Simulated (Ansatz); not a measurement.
Mo2N (anti-CdI2 type, P-3m1) at seven volumes, DFT-PBE in the program Ansatz with PAW potentials, shape and atoms relaxed at each. One row is withheld.

```json
[
 {"V (Å³/atom)": "11.125", "P (GPa)": "33.71"},
 {"V (Å³/atom)": "11.492", "P (GPa)": "20.56"},
 {"V (Å³/atom)": "11.859", "P (GPa)": "9.45"},
 {"V (Å³/atom)": "12.226", "P (GPa)": "0.00"},
 {"V (Å³/atom)": "12.592", "P (GPa)": "?"},
 {"V (Å³/atom)": "12.959", "P (GPa)": "-14.63"},
 {"V (Å³/atom)": "13.326", "P (GPa)": "-20.26"}
]
```

**Question.** Fit the shown pressures and predict the withheld one.

**Answer.** P = (3/2)B₀(x^(7/2) − x^(5/2))[1 + (3/4)(B′ − 4)(x − 1)] with x = (V₀/V)^(2/3). Least squares on the six rows gives V₀ = 12.227 Å³/atom, B₀ = 287 GPa, B′ = 4.60. At V = 12.592, x = 0.9806 and P = -7.89 GPa. The run itself gave -7.93 GPa.

A made-up cell: these elements were put on the sites of a structure type; neither database checked (COD, Materials Project) lists it. COD files the formula under space group No. 141, so this cell is another polymorph or a model. Whether it is the stable phase at ambient conditions was not checked. The PBE relaxation kept the symmetry of its start; whether a distortion lowers the energy is not shown. No spin polarisation was allowed.

Potentials: the later of the program's two PAW sets.
